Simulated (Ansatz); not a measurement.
Here is the system:

ZnCdSeS:
```
CELL_PARAMETERS angstrom
      4.01107     0.00000     0.00000
     -2.00554     3.47369     0.00000
      0.00000     0.00000     6.72183
ATOMIC_POSITIONS crystal
  Zn 0.33333 0.66667 0.98940
  Cd 0.00000 0.00000 0.51900
  Se 0.33333 0.66667 0.35167
  S  0.00000 0.00000 0.89191
```

This is the PBEsol-relaxed structure. x, y and z are the axes in which the lattice vectors are written.

All from the program Ansatz at the PBEsol level (PAW), unless another level is named. Predict the Poisson's ratio.

0.34.

Give the piezoelectric stress constants (proper, relaxed ions, C/m²).

e15 = e24 = e31 = e32 = -0.09, e16 = e21 = -0.25, e22 = 0.25, e33 = 0.15.

Space group P3m1. The first step of the workflow began from a Materials Project structure, measured or hypothetical; the Crystallography Open Database copy checked does not list it. Whether it is the stable phase at ambient conditions was not checked. Symmetry was held in the PBEsol relaxation; of distortions, only those at the zone centre were tested.

Potentials: the later of the program's two PAW sets.
